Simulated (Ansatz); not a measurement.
Here is the system:

ZnCu2SiTe4:
```
ZnCu2SiTe4
1.0
   -2.96997     2.96997     5.88822
    2.96997    -2.96997     5.88822
    2.96997     2.96997    -5.88822
Zn Si Cu Te
1 1 2 4
Cartesian
  0.00000   0.00000   0.00000
  0.00000   0.00000   5.88822
  0.00000   2.96997   2.94411
  2.96997   0.00000   2.94411
  1.44375  -1.44375   7.42867
  1.52621   1.52621  -1.54046
 -1.44375   1.44375   7.42867
  1.44375   1.44375   4.34776
```

This is the PBEsol-relaxed structure. Cartesian axes are those of the cell as given.

Problem. All from PBEsol (plane waves, PAW; program Ansatz), unless another level is named. Predict the hole effective mass, band 2 of 2 at the edge.

Solution. 0.045 along x, 0.34 along z (mₑ).

Problem. What about the formation energy from the elements (no fitted shifts)?

Solution. -0.13 eV/atom.

Space group I-42m. The first step of the workflow began from a Materials Project structure, measured or hypothetical; the Crystallography Open Database copy checked does not list it. Whether it is the stable phase at ambient conditions was not checked. Symmetry was held in the PBEsol relaxation; its stability against distortions is not shown here. No spin polarisation was allowed. The references are the lowest solids computed at this level, not always the standard phases. Spin–orbit coupling is left out wherever it is not named.

Potentials: the later of the program's two PAW sets.

Edges and masses are those of Kohn–Sham bands, whose gap is no quasiparticle gap.
